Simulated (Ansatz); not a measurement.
Crystals of one structure type (Cu3Au type) and one family of elements, relaxed and computed with plane-wave PAW LDA (Ansatz code).

| crystal | K_Hill (GPa) | G_Hill (GPa) |
|---|---|---|
| YPd3 | 162 | 66.5 |
| LaPt3 | 184 | 63.4 |
| ScPd3 | 187 | 76.1 |
| YPt3 | 212 | ? |
| ScPt3 | 245 | 115 |

Problem. Fit a straight line to ln G against ln K and predict the withheld value.

Solution. Least squares on the 4 shown rows: ln G = 1.45 × ln K + (-3.269), with a scatter of 9.1 %. For YPt3 this gives 89.8. The run itself gave 91.7, a miss of 2.1 % of that.

Standing as an ambient phase not checked: YPd3, Cu3Au type; LaPt3, Cu3Au type; ScPd3, Cu3Au type; YPt3, Cu3Au type; ScPt3, Cu3Au type. All cells were relaxed under the symmetry of their starts (and spin orders); stability against distortions was not tested throughout. Rows with no word on spin ran without spin polarisation. Scalar-relativistic: spin–orbit coupling is off unless named, which matters more the heavier the elements.

Potentials: the later of the program's two PAW sets.
